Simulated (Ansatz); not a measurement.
Method: DFT PBE, scalar-relativistic, plane waves, PAW in Ansatz 0.2.0. Settings: cutoff 420 eV, Γ-centred meshes spaced at most about 0.3 Å⁻¹, and about 0.25 Å⁻¹ or finer for metals (2π included), Gaussian smearing. No spin polarisation in the final relaxations.

These are static total energies at zero pressure. All come from trial cells, and lower structures may exist.

Task: These unrelaxed guesses for TiGe4Mo are each relaxed within their symmetry. Order them by the energy at which they end, lowest first.
A.

```
Ti Ge Mo
1.0
     3.54014    0.00000    0.00000
     0.00000    3.54014    0.00000
     0.00000    0.00000    8.72869
Ti Ge Mo
1 4 1
Direct
  0.00000 0.00000 0.00000
  0.00000 0.00000 0.66167
  0.50000 0.50000 0.16167
  0.00000 0.00000 0.33833
  0.50000 0.50000 0.83833
  0.50000 0.50000 0.50000
```

B.

```
Ti Ge Mo
1.0
     0.00000    4.49143    4.63254
     2.62880    0.00000    4.63254
     2.62880    4.49143    0.00000
Ti Ge Mo
1 4 1
Direct
  0.00000 0.00000 0.00000
  0.66700 0.66700 0.33300
  0.33300 0.33300 0.66700
  0.58300 0.58300 0.91700
  0.91700 0.91700 0.58300
  0.25000 0.25000 0.25000
```

Result: B (ends in F222, 0 meV/atom), A (ends in P4/mmm, 26 meV/atom).

Cells relaxed within their symmetry can be saddle points. Some candidate types were left out of the draw beforehand, so a known form may be missing.
